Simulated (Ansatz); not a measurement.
Si$_{2}$Ni:
```
Si2Ni
1.0
    0.00000     2.72253     2.72253
    2.72253     0.00000     2.72253
    2.72253     2.72253     0.00000
Si Ni
2 1
Cartesian
  1.36127   1.36127   1.36127
  4.08380   4.08380   4.08380
  0.00000   0.00000   0.00000
```

Relaxed with PBE.

### Question
List the phonon frequencies at the special points (DFPT on a 3×3×3 q-mesh, Fourier-interpolated; PBE (plane waves, PAW; program Ansatz)).

### Answer
In cm⁻¹; no LO–TO term at Γ, as the run had none.

```json
[
 {"q": "Γ", "frequencies": "0 0 0 297 297 297 316 316 316"},
 {"q": "X", "frequencies": "146 146 242 242 244 255 361 361 381"},
 {"q": "U", "frequencies": "139 211 222 252 258 286 350 355 372"},
 {"q": "K", "frequencies": "139 211 222 252 258 286 350 355 372"},
 {"q": "L", "frequencies": "98 98 257 287 287 333 333 338 365"},
 {"q": "W", "frequencies": "181 211 211 245 250 320 320 359 373"}
]
```

Space group Fm-3m (fluorite or antifluorite type). Symmetry was held in the PBE relaxation; phonons on a q-mesh show no instability. The workflow began spin-polarised and lost its moments. As this level gives no gap, phonon frequencies hold no LO–TO term and depend on the k-mesh and smearing (Fermi–Dirac, 0.1 eV here).

Potentials: the later of the program's two PAW sets.
